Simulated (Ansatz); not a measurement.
Trial structure of Co2W, not yet relaxed:

```yaml
crystal:
  lattice:
    - [2.62668, 0.00000, 0.00000]
    - [-1.31334, 2.27477, 0.00000]
    - [0.00000, 0.00000, 12.80433]
  atoms:
    - { symbol: Co, position: [0.33333, 0.66667, 0.91667] }
    - { symbol: Co, position: [0.33333, 0.66667, 0.58333] }
    - { symbol: Co, position: [0.66667, 0.33333, 0.08333] }
    - { symbol: Co, position: [0.66667, 0.33333, 0.41667] }
    - { symbol: W, position: [0.33333, 0.66667, 0.25000] }
    - { symbol: W, position: [0.66667, 0.33333, 0.75000] }
```

Theory: DFT PBE, scalar-relativistic, plane waves, PAW in Ansatz 0.2.0. Cutoff 420 eV; k points 6×6×2 on the computed 6-atom cell (Γ-centred); Gaussian smearing, width 0.10 eV; collinear spin from starting moments 3.0 3.0 3.0 3.0 0.0 0.0 μB.

The zero of energy is the elements' standard structures at the same level; no fitted shifts are applied.

Question: What does a single point on this coarse mesh give?

Answer: The pressure is 0.6 GPa (the mean over three directions, positive in compression), the largest force is 0.47 eV/Å, and the energy is +0.28 eV/atom against the elements. The shortest distance is 2.62 Å.

Question: Is it a good guess?

Answer: A good one: relaxing gains under 0.1 eV/atom (the start's value is from the coarse mesh, so the gain is rough) in 11 ionic steps and ends at +0.25 eV/atom on the finer mesh. The symmetry stays P6_3/mmc (No. 194). The volume per atom stays near 12.8 Å³. The shortest distance goes from 2.62 Å (Co–W and Co–Co) to 2.48 Å (Co–Co). Conventional cell: a = 2.683 Å, c = 12.331 Å. Co has 3 Co at 2.48 Å, 3 W at 2.62 Å and 6 Co at 2.68 Å; W is surrounded by 6 Co at 2.62 Å and 6 W at 2.68 Å.

The last run used collinear spin, an 18×18×4 mesh (in the run's order of axes) for its 6-atom cell and Gaussian smearing of 0.10 eV. These runs have no spin–orbit coupling, which can matter for W. The magnetic state reached may not be the lowest. The relaxation can't lower the symmetry of the start, and the grade says only how near the guess is to its own end. A structure relaxed within its symmetry needn't be a true minimum.
